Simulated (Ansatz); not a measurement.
# Rb: energy along a strain

Rb, Im-3m, a = 5.612 Å (as given, not relaxed at this level: -0.4 GPa). Ansatz: LDA, PAW, 420 eV, Γ-centred 12×12×12 mesh on 1 atom, Gaussian smearing 0.15 eV; no spin polarisation. Cell vectors (Å): -2.806 2.806 2.806; 2.806 -2.806 2.806; 2.806 2.806 -2.806. The cell is strained by x per cent times the pattern (0 0 0 1 0 0) in the order xx yy zz yz xz xy (engineering shears), with fractional coordinates held. y is the free energy over the start, V0 = 88.374 Å³/atom. Symmetry makes y even in x. Points with a strain past 8.5 % were computed too (4) and aren't used here.

| x (%) | y (meV/atom) |
| --- | --- |
| -7.50 | 2.25 |
| 0.00 | 0.00 |
| 1.87 | 0.14 |
| 3.75 | ? |
| 5.62 | 1.26 |

Problem. Fit y = c2 x² + c4 x⁴ to the other rows, get the stiffness along the pattern, and predict the missing energy.

Solution. Least squares on the rows shown. y = 0.03977 x² + 4.025×10⁻⁶ x⁴. The clamped-ion stiffness p·C·p = 2 × 0.3977 eV × 160.2 / 88.374 Å³ = 1.4 GPa, which is C44 in these axes (second derivative at the start, which stands under stress). At x = 3.75 the fit asked for gives 0.56 meV/atom. The run gave 0.56 meV/atom, the same to the digits shown.